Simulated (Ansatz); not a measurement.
Input file for Ansatz (a quantum-chemistry and plane-wave program):

Ansatz 0.2 input:
```yaml
crystal:
  lattice:
    - [0.0, 4.1952842297, 4.1952842297]
    - [4.1952842297, 0.0, 4.1952842297]
    - [4.1952842297, 4.1952842297, 0.0]
  atoms:
    - { symbol: Ba, position: [0.75, 0.75, 0.75] }
    - { symbol: Ba, position: [0.25, 0.25, 0.25] }
    - { symbol: Ca, position: [0.0, 0.0, 0.0] }
    - { symbol: Mo, position: [0.5, 0.5, 0.5] }
    - { symbol: O, position: [0.7288037143, 0.7288037143, 0.2711962857] }
    - { symbol: O, position: [0.2711962857, 0.2711962857, 0.7288037143] }
    - { symbol: O, position: [0.2711962857, 0.7288037143, 0.7288037143] }
    - { symbol: O, position: [0.7288037143, 0.2711962857, 0.2711962857] }
    - { symbol: O, position: [0.7288037143, 0.2711962857, 0.7288037143] }
    - { symbol: O, position: [0.2711962857, 0.7288037143, 0.2711962857] }
kpoints:
  mp_grid: { grid: [4, 4, 4] }
hamiltonian:
  xc: hse06
  pseudopotentials: { kind: paw }
scf:
  n_extra_bands: 10
  occupations: { method: fixed }
output:
  eigenvalues: true
  eigenstates:
    e_range: [-9.0, 11.8]
    kpoints:
      - [0.0, 0.0, 0.0]  # VBM
      - [0.0, 0.5, 0.5]  # CBM
      - [0.0, 0.0, 0.0]  # GAMMA
      - [0.5, 0.0, 0.5]  # X
      - [0.5, 0.5, 0.5]  # L
      - [0.5, 0.25, 0.75]  # W
      - [0.375, 0.375, 0.75]  # K
      - [0.625, 0.25, 0.625]  # U
```

Output (shortened):

```
Pseudopotential: Ba, paw, valence charge 10
Pseudopotential: Ca, paw, valence charge 10
Pseudopotential: Mo, paw, valence charge 14
Pseudopotential: O, paw, valence charge 6
Functional definition: HSE06
davidson cushion auto → on  (no smearing: the cushion is to keep the highest requested band from converging to the state above it …
Crystal: 10 atoms, lattice volume = 147.677 Å³
Basis set: ecut = 420 eV, 2891 PW (Γ)
Bands: 50, of which v1, the nominal top of the filled ones, is band 40 counted from 1 (39 counted from 0)
Symmetry: 48 space group operations
Space group: Fm-3m (ITA 225), of the structure as read, at distance tolerance 5.3e-5 Å
k-points: 8 of 64
SCF iter   1: F=—  HF=-22088.643297 eV  |F-HF|=—  |Δ(HF+E_count)|=         —  Δρ=1.07e-3  dr2=1.98e-3  ethr=1.77e-3  ⟨swp⟩=11.5  Hψ=2266  notcnv=0
preconditioner: auto → none
SCF iter   2: F=—  HF=-22088.648259 eV  |F-HF|=—  |Δ(HF+E_count)|=   4.96e-3  Δρ=8.49e-4  dr2=2.34e-3  ethr=2.47e-6  ⟨swp⟩=7.9  Hψ=1772  notcnv=0  defer=3
SCF iter   3: F=—  HF=-22088.648175 eV  |F-HF|=—  |Δ(HF+E_count)|=   8.45e-5  Δρ=5.63e-4  dr2=5.95e-4  ethr=2.47e-6  ⟨swp⟩=4.2  Hψ=1013  notcnv=0  defer=2
iter 4 solved again at ethr=3.94e-8 eV; its pass at ethr=7.44e-7 eV (dr2=3.16e-5 eV) is discarded
SCF iter   4: F=-22088.648322 eV  HF=-22088.648234 eV  |F-HF|=8.79e-5  |Δ(HF+E_count)|=   5.98e-5  Δρ=1.77e-4  dr2=2.88e-5  ethr=3.94e-8  ⟨swp⟩=5.8  Hψ=2094  notcnv=0
SCF 1 stopped early in 4 iterations: F = -22088.648322 eV  dr2 = 2.88e-5
Crystal: 10 atoms, lattice volume = 147.677 Å³
Exchange kernel: α = 0.2500, screened, ω = 0.2079 Å⁻¹, Wigner–Seitz truncation, v(0) = 1046.5812 eV·Å³, q-mesh 4×4×4, nearest image of the exchange supercell L …
Frozen-core exchange: fock
SCF iter   1: F=—  HF=-22099.589801 eV  |F-HF|=—  |Δ(HF+E_count)|=         —  Δρ=1.63e-2  dr2=7.28e-1  ethr=3.61e-7  ⟨swp⟩=12.6  Hψ=2716  notcnv=0
preconditioner: auto → none
SCF iter   2: F=—  HF=-22099.612388 eV  |F-HF|=—  |Δ(HF+E_count)|=   2.26e-2  Δρ=1.97e-2  dr2=9.89e-1  ethr=3.61e-7  ⟨swp⟩=8.5  Hψ=2512  notcnv=0
SCF iter   3: F=—  HF=-22099.427472 eV  |F-HF|=—  |Δ(HF+E_count)|=   1.85e-1  Δρ=4.14e-3  dr2=1.59e-2  ethr=3.61e-7  ⟨swp⟩=7.9  Hψ=2275  notcnv=0
SCF iter   4: F=—  HF=-22099.460996 eV  |F-HF|=—  |Δ(HF+E_count)|=   3.35e-2  Δρ=1.47e-3  dr2=3.77e-3  ethr=3.61e-7  ⟨swp⟩=7.4  Hψ=1856  notcnv=0  defer=8
SCF iter   5: F=—  HF=-22099.459968 eV  |F-HF|=—  |Δ(HF+E_count)|=   1.03e-3  Δρ=4.50e-4  dr2=3.31e-4  ethr=3.61e-7  ⟨swp⟩=5.2  Hψ=1527  notcnv=0
SCF iter   6: F=—  HF=-22099.460757 eV  |F-HF|=—  |Δ(HF+E_count)|=   7.89e-4  Δρ=3.98e-4  dr2=2.91e-4  ethr=2.54e-7  ⟨swp⟩=6.2  Hψ=1271  notcnv=0
SCF iter   7: F=-22099.460685 eV  HF=-22099.460697 eV  |F-HF|=1.14e-5  |Δ(HF+E_count)|=   6.04e-5  Δρ=9.57e-5  dr2=2.93e-5  ethr=2.54e-7  ⟨swp⟩=3.0  Hψ=935  notcnv=0
SCF 2 stopped early in 7 iterations: F = -22099.460685 eV  dr2 = 2.93e-5
hybrid outer 1: dexx = +4.338e-2 eV, tail = 1.24e-4 eV
Crystal: 10 atoms, lattice volume = 147.677 Å³
Exchange kernel: α = 0.2500, screened, ω = 0.2079 Å⁻¹, Wigner–Seitz truncation, v(0) = 1046.5812 eV·Å³, q-mesh 4×4×4, nearest image of the exchange supercell L …
Frozen-core exchange: fock
SCF iter   1: F=—  HF=-22099.460333 eV  |F-HF|=—  |Δ(HF+E_count)|=         —  Δρ=1.12e-4  dr2=2.34e-5  ethr=7.77e-7  ⟨swp⟩=5.6  Hψ=1011  notcnv=0
preconditioner: auto → none
iter 2 solved again at ethr=6.70e-10 eV; its pass at ethr=2.56e-8 eV (dr2=5.36e-7 eV) is discarded
SCF iter   2: F=—  HF=-22099.460331 eV  |F-HF|=—  |Δ(HF+E_count)|=   2.08e-6  Δρ=2.76e-5  dr2=6.60e-7  ethr=6.70e-10  ⟨swp⟩=5.0  Hψ=2351  notcnv=0
SCF iter   3: F=—  HF=-22099.460331 eV  |F-HF|=—  |Δ(HF+E_count)|=   7.81e-7  Δρ=1.47e-5  dr2=4.15e-7  ethr=6.52e-10  ⟨swp⟩=7.2  Hψ=1367  notcnv=0  defer=12
SCF iter   4: F=-22099.460331 eV  HF=-22099.460331 eV  |F-HF|=7.04e-9  |Δ(HF+E_count)|=   9.40e-8  Δρ=2.66e-6  dr2=1.54e-8  ethr=4.78e-10  ⟨swp⟩=4.0  Hψ=1055  notcnv=0  defer=1
SCF 3 converged in 4 iterations: F = -22099.460331 eV  dr2 = 1.54e-8
hybrid outer 2: dexx = +1.158e-6 eV, tail = 6.02e-8 eV, Δε = 2.88e-3 eV (about 8.78e-5 eV left of the loop's levels)
the search or the solves at the SCF's close seem to have found levels that the self-consistency loop had missed (the run counts 5) …
NSCF: frozen V_eff on 8 k-points
hybrid SCF converged: 2 outer / 11 inner (+4 warm-up), last move |dexx| = 1.16e-6 eV, tail = 6.02e-8 eV
Stability not checked (fock_operator)
Free energy (F): -22099.460332 eV
Frozen-core exchange: fock
Harris-Foulkes:  -22099.460332 eV  (|F-HF|=7.04e-9)
Internal energy: -22099.460332 eV  (E = F + TS)
E sigma→0 (E₀):  -22099.460332 eV
Fermi energy:    8.081160 eV
--- Per-component energies (eV) ---
  E_band       = -437.262616
  E_kinetic    = 2114.569497
  E_local      = -4668.915411  (includes V_loc(G=0)·N_el)
  E_nonlocal   = 590.914084
  E_hartree    = 1703.810681
  E_xc         = -886.885082
  E_vxc        = -991.121943  (∫ρ·V_xc dr)
  E_exx        = -224.425401  (= α·E_x^exact, valence–valence)
  E_paw        = -15461.321286  (= ΣΔE_a)
  E_vpaw       = -441.488226  (= ΣTr[D̂ρ^β])
  E_aug_tail   = 0.014389  (compensation charges beyond the density's cutoff)
  E_ewald      = -5266.173920
  E_core_change = -1.047884  (= ΣΔE_core)
  E_smearing   =  0.000000  (= −TS)
  E_closure    =  0.000000  (closes the sum)
  Σ components = -22099.460332   (vs F -22099.460332, Δ=0.00e0)
  [band-id]    e_kinetic+e_local+e_nonlocal+2·e_hartree+e_vxc+2·e_exx+e_vpaw+e_augmentation_tail = -437.257049   (vs E_band -437.262616, Δ=5.57e-3)
--- Band table (eV; the first three rows and the last of 8) ---
  k-point 0: bands = ["-57.2598", "-31.6449", "-29.9026", "-29.9026", "-29.9026", "-18.7256", "-18.5814", "-11.7255", "-11.7255", "-11.7255", "-10.2730", "-9.8579", "-9.8579", "-8.7344", "-8.7344", "-8.7344", "-3.3189", "-3.3189", "-3.3189", "-2.7962", …
  k-point 1: bands = ["-57.2598", "-31.6449", "-29.9027", "-29.9027", "-29.9027", "-18.7009", "-18.5991", "-11.7989", "-11.7643", "-11.7643", "-10.0942", "-9.6892", "-9.6892", "-8.9863", "-8.8943", "-8.8943", "-3.1869", "-3.1869", "-3.0018", "-2.8117", …
  k-point 2: bands = ["-57.2598", "-31.6449", "-29.9028", "-29.9027", "-29.9027", "-18.6491", "-18.6438", "-11.8708", "-11.8007", "-11.8007", "-9.7458", "-9.4046", "-9.3721", "-9.3721", "-9.2046", "-9.2046", "-2.9765", "-2.9765", "-2.9035", "-2.9035", …
  k-point 7: bands = ["-57.2598", "-31.6448", "-29.9029", "-29.9029", "-29.9028", "-18.6436", "-18.6436", "-11.8454", "-11.7284", "-11.7284", "-10.2286", "-9.9987", "-9.4551", "-9.3000", "-8.7578", "-8.7578", "-2.8096", "-2.8096", "-2.7933", "-2.7505", …
```

Cost: around 8 core-minutes (rough) on shared cores.

The points marked VBM and CBM come from a semilocal run.

The first step of the workflow began from a Materials Project structure, measured or hypothetical; the Crystallography Open Database files this formula in space group No. 225, but the cells were not matched. Its standing as an ambient phase is unchecked. The cell was relaxed with r²SCAN under the symmetry of its start; whether a distortion lowers the energy is not shown. No spin polarisation was allowed. No Hubbard U is applied. Scalar-relativistic: spin–orbit coupling is off unless named, which matters more the heavier the elements.

Potentials: the later of the program's two PAW sets.

Ansatz is a plane-wave DFT program.
